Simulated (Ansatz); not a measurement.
## Elastic constants of PtSe2 at 3 GPa (stress–strain coefficients): input and output

Level of theory: DFT PBE+D3(BJ), scalar-relativistic, plane waves, PAW in Ansatz 0.2.0.

Launched with:
```bash
ansatz run input.yaml --threads 1 --pin off --max-ram 3072MiB --backend cpu --events-out ev --progress --plain --runs-dir out
```

Input (bare energies are in eV):
```yaml
crystal:
  lattice:
    - [3.7523947091, 0.0, 0.0]
    - [-1.8761973546, 3.2496691431, 0.0]
    - [0.0, 0.0, 4.6744637457]
  atoms:
    - { symbol: Pt, position: [0.0, 0.0, 0.0] }
    - { symbol: Se, position: [0.3333333333, 0.6666666667, 0.2728982278] }
    - { symbol: Se, position: [0.6666666667, 0.3333333333, 0.7271017722] }
basis:
  ecutwfc: 420
kpoints:
  mp_grid: { grid: [12, 12, 10] }
hamiltonian:
  xc: pbe
  dispersion: d3bj
scf:
  occupations: { method: fermi_dirac, width: 0.15 }
output:
  forces: true
  stress: true
  eigenvalues: true
elastic:
  mode: relaxed_ion
  amplitude: 0.005
  stencil: two_point
```

From the output:
```
--- Elastic constants: 3 strain directions × 2 members + reference (group order 12) ---
  dense FFT box of the reference and of every strained cell: 27×27×32
  strains applied: 11, 33, 23; error gains: componentwise 1.00 (the most a stress slope's error grows in a printed constant), spectral 1.41 (1 for all six strains in a standard setting)
  pairwise dispersion correction: d3bj (s6 = 1.0, s8 = 0.7875, a1 = 0.4289, a2_bohr = 4.4407), with the weights of each atom's references fixed at the reference crystal's, and the forces and stress that the weights' published response gives ...
  reference relaxed by the batch: 3 steps; max|allowed force component| 6.11e-5 eV/Å at the deck's positions, 6.35e-8 at the last accepted step, 4.07e-8 by the solve of record
  largest displacement 4.7e-6 Å; the constants are those of the deck's cell at these positions:
  atoms:
    - { symbol: Pt, position: [-5.334859752969919e-37, -3.569043621756019e-37, 1.208028689969666e-22] }
    - { symbol: Se, position: [0.33333333333333337, 0.6666666666666667, 0.27289922734225885] }
    - { symbol: Se, position: [0.6666666666666667, 0.33333333333333337, 0.7271007726577412] }
  C = ∂σ_k/∂η_j (tension-positive GPa; Voigt order 11 22 33 23 13 12):
       213.236     74.104     62.686    -30.799      0.000     -0.000
        74.104    213.236     62.686     30.799     -0.000     -0.000
        62.697     62.697     96.210      0.000     -0.000     -0.000
       -30.809     30.809      0.000     59.906     -0.000     -0.000
         0.000     -0.000      0.000      0.000     59.906    -30.809
        -0.000      0.000      0.000     -0.000    -30.799     69.566
  reference stress σ⁰ (GPa):     -3.004     -3.004     -3.000     -0.000      0.000      0.000
  C* (energy form; C + prestress term) asymmetry max|C*_kj − C*_jk| = 1.631e-2 GPa — a small one proves nothing (zero by symmetry where the batch's group is 432, −43m or m−3m); a large one is finite-difference/SCF noise where every solve ...
  moduli (Voigt/Reuss/Hill, GPa): K = 102.41/86.40/94.40   G = 59.42/44.84/52.13   E = 132.08   ν = 0.267
  mechanically stable: yes (min eigenvalue of sym C = 33.56 GPa)
  strain η (Voigt 11):  stress-route row diagonal C_11 = 213.24 GPa, energy-path curvature d²(F+E_count+ΔE)/dδ²/Ω₀ = 213.26 GPa
         δ    σ_11 (GPa) F (eV) n_scf n_hpsi n_pw
    -5.000e-3      -4.0805      -23463.7338896       8  196530   1132   relax 6 steps, max|allowed force component| 4.92e-8 eV/Å
     5.000e-3      -1.9482      -23463.7445930       7  186671   1136   relax 3 steps, max|allowed force component| 8.13e-6 eV/Å
  strain η (Voigt 33):  stress-route row diagonal C_33 = 96.21 GPa, energy-path curvature d²(F+E_count+ΔE)/dδ²/Ω₀ = 96.27 GPa
         δ    σ_33 (GPa) F (eV) n_scf n_hpsi n_pw
    -5.000e-3      -3.4929      -23463.7344200       8   78687   1126   relax 3 steps, max|allowed force component| 2.46e-6 eV/Å
     5.000e-3      -2.5308      -23463.7451036       8   79488   1134   relax 3 steps, max|allowed force component| 4.63e-6 eV/Å
  strain η (Voigt 23):  stress-route row diagonal C_44 = 59.91 GPa, energy-path curvature d²(F+E_count+ΔE)/dδ²/Ω₀ = 61.40 GPa
         δ    σ_23 (GPa) F (eV) n_scf n_hpsi n_pw
    -5.000e-3      -0.3007      -23463.7399155       8  196990   1130   relax 4 steps, max|allowed force component| 2.12e-6 eV/Å
     5.000e-3       0.2984      -23463.7399172       8  195237   1130   relax 3 steps, max|allowed force component| 9.54e-6 eV/Å
```

Time: 8.4 min on 1 thread of Intel(R) Xeon(R) Platinum 8488C (Sapphire Rapids) (shared host), peak memory 0.87 GiB.

In a metal, frequencies and elastic constants depend on the k mesh and the smearing, soft modes and shear constants most. Spin–orbit coupling is left out, which matters for heavy elements. A semilocal functional can close a gap that the real compound has.